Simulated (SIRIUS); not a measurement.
Set-up for a self-consistent single point of CsPbCl3 (C2, 5 atoms in the cell; from Materials Project mp-675022, changed as shown).

```
CsPbCl3
1.0
    4.00315     2.31122     3.29556
   -4.00315     2.31122     3.29556
    0.00000    -4.62244     3.29556
Cs Pb Cl
1 1 3
Cartesian
  0.00000   0.00000   4.94334
  0.04000   0.00000   0.00000
  1.92711  -3.33785   4.94334
  1.92711   3.33785   4.94334
 -3.85421   0.00000   4.94334
```

All values come from this method and carry its errors: LDA (PW92), GBRV LDA ultrasoft pseudopotentials (plane waves; SIRIUS).

SIRIUS settings:

| setting | value |
|---|---|
| parameters.ngridk | 6 6 6 |
| parameters.xc_functionals | [XC_LDA_X, XC_LDA_C_PW] |
| parameters.gk_cutoff | 6.325 1/bohr |
| parameters.pw_cutoff | 14.143 1/bohr |
| parameters.smearing | gaussian |
| parameters.smearing_width | 0.0001 Ha |
| potentials | GBRV LDA ultrasoft pseudopotentials |
| parameters.electronic_structure_method | pseudopotential |
| parameters.num_bands | 26 |
| parameters.num_mag_dims | 0 |
| parameters.num_dft_iter | 100 |
| parameters.energy_tol | 1e-07 Ha |
| parameters.density_tol | 1e-06 |
| mixer.type | anderson |
| mixer.beta | 0.7 |
| mixer.use_hartree | false |

Results:

| Quantity | Result |
|---|---|
| Number of valence electrons | 44 |
| Number of bands | 26 |
| Number of k-points after the program's reduction | 68 |
| Number of plane waves (most at a k-point) | 5298 |
| Number of SCF iterations | 33 |
| FFT grid | 54 × 54 × 54 |
| Free energy E − TS | -4455.7591 eV |
| Gap on the k-point mesh | 1.97 eV |
| Pressure | -2.11 GPa |
| Largest force (vector length) | 0.067 eV/Å |

Forces (eV/Å):
```tsv
atom	Fx	Fy	Fz
Cs1	0.008	0.000	0.000
Pb2	-0.067	0.000	0.000
Cl3	0.028	-0.003	0.009
Cl4	0.028	0.003	-0.009
Cl5	0.003	0.000	0.000
```

Stress (GPa, positive for compression):
```
-2.10   0.00   0.00
 0.00  -2.10  -0.02
 0.00  -0.02  -2.13
```

The gap is read on the k-point mesh of the run and can differ from the gap over the whole zone at this level.

For comparison: a first run was changed to give this one (atom 2 moved by +0.04 angstrom along x), and from it to this one the free energy stays essentially unchanged (within 1 meV/atom), the pressure hardly changes (-2.12 to -2.11 GPa), the largest force goes from 0.010 to 0.067 eV/Å and the gap on the mesh hardly changes (1.978 to 1.969 eV).

Spin-orbit coupling is left out, which matters for bands and gaps with elements this heavy. The structure comes from a collection of computed structures, made at another level of theory; the collection holds predicted forms beside known ones.

Cost on one core: roughly 4 core-minutes.
